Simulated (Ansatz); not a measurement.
Computed properties of SnC

SnC:
```xyz
4
Lattice="3.5912 0.0000 0.0000 -1.7956 3.1101 0.0000 0.0000 0.0000 5.8793" Properties=species:S:1:pos:R:3 pbc="T T T"
Sn     0.0000     2.0734     0.0018
C      1.7956     1.0367     0.7331
Sn     1.7956     1.0367     2.9415
C      0.0000     2.0734     3.6727
```

Space group P6_3mc (No. 186), wurtzite; conventional cell a = b = 3.5912 Å, c = 5.8793 Å, α = β = 90.00°, γ = 120.00°.

Method: the program Ansatz at the PBE level (PAW). The cell and atoms are relaxed at this level. Other levels are named where they apply.

**Cell and energy**

```json
{
  "volume_per_atom": "16.42 Å³",
  "density": "6.61 g/cm³",
  "Formation energy from the elements (no fitted shifts)": "0.82 eV/atom"
}
```

**Electronic structure**

```json
{
 "band_gap": "0.80 eV (direct)",
 "valence_band_maximum": "at Γ",
 "conduction_band_minimum": "at Γ",
 "electron_effective_mass": "0.073, 0.086, 0.086 mₑ (principal values)",
 "Electron effective mass with spin–orbit coupling": "0.074, 0.086, 0.086 mₑ (principal values)",
 "Hole effective mass, band 1 of 2 at the edge": "1.2 along z (mₑ)",
 "Hole effective mass, band 2 of 2 at the edge": "0.080 along x, 1.2 along z (mₑ)",
 "Hole effective mass with spin–orbit coupling": "0.16, 0.16, 1.3 mₑ (principal values)",
 "Gap with spin–orbit coupling": "0.79 eV"
}
```

**Mechanics**

```json
{
  "Bulk modulus (Birch–Murnaghan fit)": "123 GPa",
  "Pressure derivative B′": "4.7"
}
```

The start of the workflow was typed in or built on a structure type; neither database checked (COD, Materials Project) lists it. Whether it is the stable phase at ambient conditions was not checked. Symmetry was held in the PBE relaxation; its stability against distortions is not shown here. Its formation energy is positive at this level, so the cell may be metastable or incomplete. The references are the lowest solids computed at this level, not always the standard phases. Scalar-relativistic: spin–orbit coupling is off unless named, which matters more the heavier the elements.

Potentials: the later of the program's two PAW sets.
